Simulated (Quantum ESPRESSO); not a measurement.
# AuPtReRuZr4 in 6 site orders

These are calculations, not measurements. They come from Quantum ESPRESSO 7.5, a public plane-wave density functional program. Each row is one single-point run on a made-up periodic cell of eight metal atoms, with elements, volume, strain and displacements drawn at random and not relaxed, so a cell may be unstable or far from any real phase. There is no spin polarisation or spin-orbit coupling.

Settings: PBE unless stated; PseudoDojo standard norm-conserving files; Fermi-Dirac width 0.25 eV, which means electrons at about 2900 K; cutoff 1143 eV; 5 x 5 x 5 k mesh shifted half a step off Gamma. E is the free energy of the whole cell (internal energy minus TS), so a -TS column is already part of it. Stress is positive in tension, and the pressure P is minus a third of its trace.

Checks: one run of this series was repeated at a higher cutoff and on a denser mesh, which moved values by no more than 0.004 eV, 0.02 GPa and 0.007 eV/Å, and a second program with other atomic files agreed on it to 2 % rms in force and 0.5 GPa in pressure. Known limits: heavy elements are run without spin-orbit coupling, which real alloys of them have; a spin test at this wide smearing found no moment, but such smearing suppresses magnetism that the real alloy may have.

The lattice is hexagonal close-packed, and the cell vectors in Å are (0.000, 0.000, 4.956); (6.133, 0.000, 0.000); (-3.066, 5.311, 0.000), a volume of 161.43 Å³. The runs put one composition on the same eight displaced sites in different orders. E is counted from run 1, and the rms force is over all 24 components. Nothing is relaxed, so E mixes bonding between neighbours with strain on unrelaxed sites, and it is not an ordering energy.

```
run  elements on sites 1 to 8  E (eV)  -TS (eV)  rms force (eV/Å)  largest force (eV/Å)  P (GPa)
  1   Au Zr Zr Zr Pt Ru Zr Re   0.000    -1.921             0.536                  1.55    -9.80
  2   Zr Au Ru Zr Zr Zr Re Pt  -1.030    -1.955             0.621                  1.94        ?
  3   Zr Zr Re Au Ru Pt Zr Zr  -2.081    -1.835             0.602                  1.66   -10.79
  4   Zr Re Zr Zr Ru Au Zr Pt  -0.708    -1.941             0.608                  1.58    -9.98
  5   Au Pt Zr Zr Re Zr Zr Ru  -0.754    -2.018             0.664                  1.93    -9.83
  6   Pt Au Re Zr Zr Zr Ru Zr  -1.065    -2.011             0.401                  1.20   -10.41
```

## Worked fit

A straight line through the runs shown gives P = -9.68 + 0.52 E GPa with E in eV, an error of 0.13 on the slope and a scatter of 0.19 GPa. At this fixed volume the orders of higher energy tend to have the higher pressure.

## Withheld value

Question: what pressure should run 2 give?

The fit gives -10.22 ± 0.21 GPa. The calculation gave -10.82 GPa. This run lies off the fit by more than twice that error, so something that the fit leaves out matters here.
